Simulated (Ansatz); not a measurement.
MoRu:
```
CELL_PARAMETERS angstrom
      0.00000     2.52143     2.52143
      2.52143     0.00000     2.52143
      2.52143     2.52143     0.00000
ATOMIC_POSITIONS crystal
  Ru 0.00000 0.00000 0.00000
  Mo 0.50000 0.50000 0.50000
```

Relaxed with PBEsol. Special points in fractions of this cell's reciprocal vectors: Γ (0.000, 0.000, 0.000); X (0.500, 0.000, 0.500); U (0.625, 0.250, 0.625); K (0.375, 0.375, 0.750); L (0.500, 0.500, 0.500); W (0.500, 0.250, 0.750).

Task: List the band energies nearest the Fermi level at these points for DFT-PBEsol in the program Ansatz with PAW potentials.

Result: In eV from the Fermi level; about four levels below and three above (degenerate sets whole), none deeper than 8.9 eV; points with the same levels are listed once.

```json
[
 {"k": "Γ", "below": "-5.21 -5.21 -4.70 -4.70 -4.70", "above": "2.69 2.69 2.69"},
 {"k": "X", "below": "-3.27 -0.93 -0.93 -0.29", "above": "0.77 0.77 2.93"},
 {"k": "U", "below": "-3.49 -3.17 -2.99 -1.50", "above": "0.32 0.81 1.50"},
 {"k": "L", "below": "-1.64 -1.64 -1.25 -1.25", "above": "0.22 0.22 1.27"},
 {"k": "W", "below": "-3.81 -1.39 -0.88 -0.68", "above": "0.70 1.35 1.35"}
]
```

Space group Fm-3m (rock salt). The start of the workflow was typed in or built on a structure type; neither database checked (COD, Materials Project) lists it. Its standing as an ambient phase is unchecked. The cell was relaxed with PBEsol under the symmetry of its start. At this level the phase is mechanically unstable. The run is not spin-polarised. Its formation energy is positive at this level, so the cell may be metastable or incomplete. Scalar-relativistic: spin–orbit coupling is off unless named, which matters more the heavier the elements.

Potentials: the later of the program's two PAW sets.
